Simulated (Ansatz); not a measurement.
YNbN3:
```cif
data_N3NbY
_chemical_formula_sum 'Y1 Nb1 N3'
_space_group_name_H-M_alt 'P 1'
_space_group_IT_number 1
_cell_length_a 4.03276
_cell_length_b 4.03276
_cell_length_c 4.03276
_cell_angle_alpha 90.000
_cell_angle_beta 90.000
_cell_angle_gamma 90.000
loop_
_space_group_symop_operation_xyz
  'x, y, z'
loop_
_atom_site_label
_atom_site_type_symbol
_atom_site_fract_x
_atom_site_fract_y
_atom_site_fract_z
_atom_site_occupancy
Y1 Y 0.00000 0.00000 0.00000 1
Nb1 Nb 0.50000 0.50000 0.50000 1
N1 N 0.50000 0.50000 0.00000 1
N2 N 0.50000 0.00000 0.50000 1
N3 N 0.00000 0.50000 0.50000 1
```
Starting moments (μB, in the order of the atoms Y Nb N N N): 0.0 0.0 -0.1 -0.1 -0.1.

Relaxed with r²SCAN.

Problem. Tabulate the valence density and the electron localisation function along the shortest Nb–N contact (2.02 Å), DFT-r²SCAN in the program Ansatz with PAW potentials.

Solution. 

```
distance from Nb (Å)  density (e/Å³)   ELF
--------------------  --------------  ----
0.20                            4.91  0.26
0.30                            5.21  0.49
0.40                            5.07  0.68
0.50                            4.42  0.76
0.60                            3.46  0.76
0.71                            2.46  0.68
0.81                            1.66  0.51
0.91                            1.14  0.34
1.01                            0.91  0.28
1.11                            0.90  0.41
1.21                            1.07  0.64
1.31                            1.38  0.80
1.41                            1.89  0.85
1.51                            2.60  0.83
1.61                            3.34  0.74
1.71                            3.80  0.52
1.81                            3.78  0.24
```

The density is the valence pseudo-density with augmentation charge, so density and ELF within about 1 Å of a nucleus are not all-electron values.

Space group Pm-3m (cubic perovskite). The start of the workflow was typed in or built on a structure type; neither database checked (COD, Materials Project) lists it. Its standing as an ambient phase is unchecked. The r²SCAN relaxation kept the symmetry of its start; whether a distortion lowers the energy is not shown. The workflow began spin-polarised and lost its moments. Other orbital occupations within this spin state were not tried.

Potentials: the earlier of the program's two PAW sets.
